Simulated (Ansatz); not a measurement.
VPt (L1₀ or tetragonal B2, P4/mmm) under volume change, PBEsol (plane waves, PAW; program Ansatz), shape and atoms relaxed at each volume.

```json
[
 {"V (Å³/atom)": "12.537", "E − E(relaxed) (meV/atom)": "112.1", "P (GPa)": "31.67"},
 {"V (Å³/atom)": "12.950", "E − E(relaxed) (meV/atom)": "46.9", "P (GPa)": "19.27"},
 {"V (Å³/atom)": "13.364", "E − E(relaxed) (meV/atom)": "11.0", "P (GPa)": "8.81"},
 {"V (Å³/atom)": "13.777", "E − E(relaxed) (meV/atom)": "0.0", "P (GPa)": "0.01"},
 {"V (Å³/atom)": "14.190", "E − E(relaxed) (meV/atom)": "9.8", "P (GPa)": "-7.40"},
 {"V (Å³/atom)": "14.603", "E − E(relaxed) (meV/atom)": "37.1", "P (GPa)": "-13.62"},
 {"V (Å³/atom)": "15.017", "E − E(relaxed) (meV/atom)": "79.2", "P (GPa)": "-18.84"}
]
```

Task: What does a third-order Birch–Murnaghan fit give for V₀, B₀ and B′?

Result: V₀ = 13.78 Å³/atom, B₀ = 268 GPa, B′ = 4.7.

The workflow started from an entry of the Crystallography Open Database (COD). Whether it is the stable phase at ambient conditions was not checked. Symmetry was held in the PBEsol relaxation; of distortions, only those at the zone centre were tested. The workflow began spin-polarised and lost its moments. Scalar-relativistic: spin–orbit coupling is off unless named, which matters more the heavier the elements.

Potentials: the later of the program's two PAW sets.
